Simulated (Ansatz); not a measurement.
B₄C:
```cif
data_C6B24
_chemical_formula_sum 'B24 C6'
_space_group_name_H-M_alt 'Cm'
_space_group_IT_number 8
_space_group_name_Hall 'C -2y'
_cell_length_a 8.75303
_cell_length_b 5.59435
_cell_length_c 5.04512
_cell_angle_alpha 90.000
_cell_angle_beta 118.806
_cell_angle_gamma 90.000
loop_
_atom_site_label
_atom_site_type_symbol
_atom_site_symmetry_multiplicity
_atom_site_Wyckoff_symbol
_atom_site_fract_x
_atom_site_fract_y
_atom_site_fract_z
_atom_site_occupancy
B1 B 2 a 0.00815 0.50000 0.16254 1
B2 B 4 b 0.33677 0.16094 0.51530 1
B3 B 4 b 0.16856 0.33755 0.49539 1
B4 B 2 a 0.19343 0.50000 0.81942 1
B5 B 2 a 0.30999 0.00000 0.18815 1
B6 B 4 b 0.44248 0.25430 0.30521 1
B7 B 4 b 0.06070 0.24326 0.70081 1
B8 B 2 a 0.49948 0.50000 0.01095 1
C1 C 2 a 0.49697 0.00000 0.82499 1
C2 C 2 a 0.37578 0.50000 0.11842 1
C3 C 2 a 0.12053 0.00000 0.89604 1
```
(The calculation used a cell of 15 atoms; values per cell refer to that cell.)

Relaxed with r²SCAN. r²SCAN in the plane-wave PAW code Ansatz gives a gap of 3.22 eV.

What gap does HSE06 give on the same cell (Ansatz, PAW)?

3.80 eV, 0.58 eV more. The hybrid was solved on a coarser mesh and at special points; its gap is the smallest among all of these.

```tsv
k	v1 r²SCAN	c1 r²SCAN	v1 HSE06	c1 HSE06
Γ	-0.25	5.39	?	?
Y2	0.00	3.57	?	?
A	-0.26	3.22	-0.37	3.80
M2	-0.50	3.23	-0.51	3.85
V2	-0.73	3.23	-0.86	3.81
L2	-0.36	3.51	?	?
C	-0.45	3.67	?	?
D	-0.93	3.78	-0.98	4.41
```

Top valence (v1) and lowest conduction level (c1) in eV from each method's valence maximum (which need not be a listed point): supply the withheld HSE06 values.


- L2, v1 HSE06: -0.40
- L2, c1 HSE06: 4.10
- Y2, v1 HSE06: 0.00
- Y2, c1 HSE06: 4.14
- Γ, v1 HSE06: -0.37
- Γ, c1 HSE06: 6.07
- C, v1 HSE06: -0.47
- C, c1 HSE06: 4.27

Cost on shared cores: the r²SCAN run (SCF on a 6×6×6 mesh, then bands and DOS) about 6 core-minutes (a rough figure), the HSE06 run (SCF on 4×4×4, then a few points) about 8 core-minutes (a rough figure); the tasks are unlike.

The first step of the workflow began from a Materials Project structure, measured or hypothetical; the Crystallography Open Database copy checked does not list it. Whether it is the stable phase at ambient conditions was not checked. The r²SCAN relaxation kept the symmetry of its start; of distortions, only those at the zone centre were tested.

Potentials: the later of the program's two PAW sets.
